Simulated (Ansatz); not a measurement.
**Bi₂Te₃: do energies and stresses tell the same story?**

Level of theory: DFT PBEsol, scalar-relativistic, plane waves, PAW (Ansatz 0.2.0).

Settings: cutoff 420 eV, Γ-centred mesh 12×12×12 on the computed 5-atom cell, Gaussian smearing of 0.01 eV; no spin polarisation.

Relaxed cell: R-3m, a = 4.381 Å, b = 4.381 Å, c = 30.323 Å, α = 90.00°, β = 90.00°, γ = 120.00°, 5 atoms in the primitive cell.

Energies at zero smearing and pressures from the stress tensor, at volumes with shape and atoms relaxed:
```
V (Å³/atom) E − E(first) (meV/atom) P (GPa)
     31.583                     0.00     2.78
     32.591                   -12.32     1.22
     33.599                   -15.92    -0.01
     34.607                   -13.12    -0.82
     35.615                    -6.60    -1.18
```

Task: Check P = −dE/dV between neighbouring volumes, and get the bulk modulus from the pressures alone.

Result: With 1 eV/Å³ = 160.2 GPa:
```
middle V (Å³/atom)  −ΔE/ΔV (GPa) mean P (GPa)
            32.087         1.959         2.001
            33.095         0.572         0.605
            34.103        -0.446        -0.415
            35.111        -1.036        -1.002
```

The two differ by 0.04 GPa at most. The mean of two end pressures misses the average over a step by about ΔV² P″/12, up to 0.04 GPa here; with that taken off 0.02 GPa remains. Around V = 33.599 Å³/atom, the two neighbours give B = −V ΔP/ΔV = 33.599 × 2.04 / 2.016 = 34.0 GPa, against B0 = 32.2 GPa from the Birch–Murnaghan fit of the energies, which describes these points poorly (B0' = 12.5).

Spin–orbit coupling is left out, which can shift energies with elements as heavy as these.